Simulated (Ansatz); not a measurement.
**Slab of bcc Nb (110), 5 layers**

The slab is cut from the bcc crystal, the stable phase, as relaxed on PAW files (17.54 Å³/atom), with 16 Å of vacuum and a dipole correction:

```xyz
5
Lattice="2.8350 0.0000 0.0000 -0.9450 2.6728 0.0000 0.0000 0.0000 25.2589" Properties=species:S:1:pos:R:3 pbc="T T T"
Nb    0.0000    0.0000    8.0000
Nb    0.9450    1.3364   10.3147
Nb    0.0000    0.0000   12.6295
Nb    0.9450    1.3364   14.9442
Nb    0.0000    0.0000   17.2589
```

Computed with Ansatz 0.2.0; functional PBEsol, scalar-relativistic. Settings: a Γ-centred 12×12×1 k mesh, Fermi–Dirac smearing of 0.1 eV, no spin polarisation. Methods: LAPW: all electrons, basis error target 1 meV/atom; PAW: frozen-core files, cutoff 420 eV.

The bulk energy comes from a cell in the slab's orientation on a 12×12×7 mesh. The surface energy is (E(slab) − N·E(bulk))/2A at zero smearing, the mean of both faces; thin slabs carry quantum-size effects.

The PAW files were made under PBE.

Q: As cut, the LAPW slab lies 2.246 eV above 5 atoms of bulk. What surface energy is that?

A: Over two faces of 7.58 Å² it is 148.2 meV/Å², and times 16.02 J/m² per eV/Å² that gives γ = 2.374 J/m².

Q: What do relaxation and the other method give, and what work function comes out?

A: 

```
method  γ as cut (J/m²)  γ relaxed (J/m²)  Φ as cut (eV)  Φ relaxed (eV)
  LAPW            2.374             2.333           4.66            4.61
   PAW            2.373             2.332           4.65            4.61
```

Q: How do the spacings between the planes relax?

A: From the bottom face up: d12 -4.0 % of 2.315 Å, d23 +0.2 % of 2.315 Å, d34 +0.2 % of 2.315 Å, d45 -4.0 % of 2.315 Å.

Q: A field of 0.1 V/Å is applied along the normal, atoms held. What follows?

A: LAPW finds an induced dipole of 0.0558 e·Å a cell (PAW 0.0558), that is 13.32 Å for 4πα over the area, against 9.08 Å between the outer atoms.

Q: What changes if relativity is switched off, at the same positions?

A: LAPW then gives: no gap, work function 4.52 eV.

Q: A 3d core hole is made on one atom of each kind in every 1×1 cell (PAW hole dataset, neutral cell, valence without spin). What does it cost by layer?

A: layer 1 201.63 eV, layer 2 201.39 eV, layer 3 201.37 eV. Shifts between layers mean more than the absolute values, and a whole layer of holes screens otherwise than one hole.
